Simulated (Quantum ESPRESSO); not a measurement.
## Band energies of K₃CoF₆

```
K3CoF6
1.0
    0.00000     4.27667     4.27667
    4.27667     0.00000     4.27667
    4.27667     4.27667     0.00000
F K Co
6 3 1
Direct
  0.78501   0.21499   0.21499
  0.21499   0.78501   0.78501
  0.21499   0.78501   0.21499
  0.78501   0.21499   0.78501
  0.21499   0.21499   0.78501
  0.78501   0.78501   0.21499
  0.25000   0.25000   0.25000
  0.75000   0.75000   0.75000
  0.50000   0.50000   0.50000
  0.00000   0.00000   0.00000
```

PBEsol (Quantum ESPRESSO, PseudoDojo norm-conserving, 96 Ry, no spin-orbit coupling); path ΓXWKΓLUWLK,UX; energies in eV from the valence-band maximum.

| k (1/Å) | point | band 39 | band 40 | band 41 | band 42 | band 43 | band 44 | band 45 | band 46 |
|---|---|---|---|---|---|---|---|---|---|
| 0.00 | Γ | -2.86 | -2.86 | -0.11 | -0.11 | -0.11 | 1.42 | 1.42 | 3.87 |
| 0.24 |  | -2.92 | -2.86 | -0.12 | -0.08 | -0.08 | 1.42 | 1.48 | 4.26 |
| 0.49 |  | -3.07 | -2.87 | -0.14 | -0.02 | -0.02 | 1.42 | 1.43 | 5.22 |
| 0.73 | X | -3.16 | -2.87 | -0.15 | 0.00 | 0.00 | 1.32 | 1.43 | 6.02 |
| 0.73 | W | -2.99 | -2.99 | -0.07 | -0.07 | 0.00 | 1.35 | 1.51 | 6.45 |
| 0.99 | K | -3.09 | -2.92 | -0.11 | -0.02 | -0.01 | 1.37 | 1.49 | 6.28 |
| 1.38 |  | -2.95 | -2.92 | -0.09 | -0.07 | -0.06 | 1.45 | 1.53 | 4.78 |
| 1.58 |  | -2.88 | -2.87 | -0.11 | -0.10 | -0.09 | 1.43 | 1.46 | 4.12 |
| 1.77 | Γ | -2.86 | -2.86 | -0.11 | -0.11 | -0.11 | 1.42 | 1.42 | 3.87 |
| 2.09 |  | -2.93 | -2.90 | -0.09 | -0.08 | -0.08 | 1.48 | 1.48 | 4.50 |
| 2.25 |  | -2.98 | -2.94 | -0.08 | -0.06 | -0.06 | 1.53 | 1.53 | 5.16 |
| 2.41 | L | -3.00 | -2.95 | -0.08 | -0.05 | -0.05 | 1.55 | 1.55 | 5.87 |
| 2.63 |  | -3.01 | -2.96 | -0.08 | -0.05 | -0.03 | 1.47 | 1.53 | 6.06 |
| 2.86 | U | -3.09 | -2.92 | -0.11 | -0.02 | -0.01 | 1.37 | 1.49 | 6.28 |
| 2.86 | W | -2.99 | -2.99 | -0.07 | -0.07 | 0.00 | 1.35 | 1.51 | 6.45 |
| 2.99 |  | -2.99 | -2.98 | -0.07 | -0.07 | -0.01 | 1.38 | 1.51 | 6.34 |
| 3.12 |  | -2.99 | -2.97 | -0.07 | -0.06 | -0.03 | 1.45 | 1.53 | 6.12 |
| 3.25 |  | -2.99 | -2.96 | -0.07 | -0.05 | -0.04 | 1.52 | 1.54 | 5.93 |
| 3.38 | L | -3.00 | -2.95 | -0.08 | -0.05 | -0.05 | 1.55 | 1.55 | 5.87 |
| 3.49 |  | -3.00 | -2.96 | -0.07 | -0.05 | -0.04 | 1.53 | 1.54 | 5.92 |
| 3.60 |  | -3.01 | -2.96 | -0.08 | -0.05 | -0.03 | 1.47 | 1.53 | 6.06 |
| 3.83 | K | -3.09 | -2.92 | -0.11 | -0.02 | -0.01 | 1.37 | 1.49 | 6.28 |
| 3.83 | U | -3.09 | -2.92 | -0.11 | -0.02 | -0.01 | 1.37 | 1.49 | 6.28 |
| 4.09 | X | -3.16 | -2.87 | -0.15 | 0.00 | 0.00 | 1.32 | 1.43 | 6.02 |

The PBEsol gap is direct, 1.32 eV at X. Another valence extremum on the path lies within 0.02 eV, too close to call.

The 3d shell has no Hubbard U; the runs are without spin polarisation, and magnetic order was not tried.

Geometry of the Materials Project entry, not relaxed at this level.

The structure is a Materials Project entry; no match was found in the copy of COD used, and its stability was not checked.
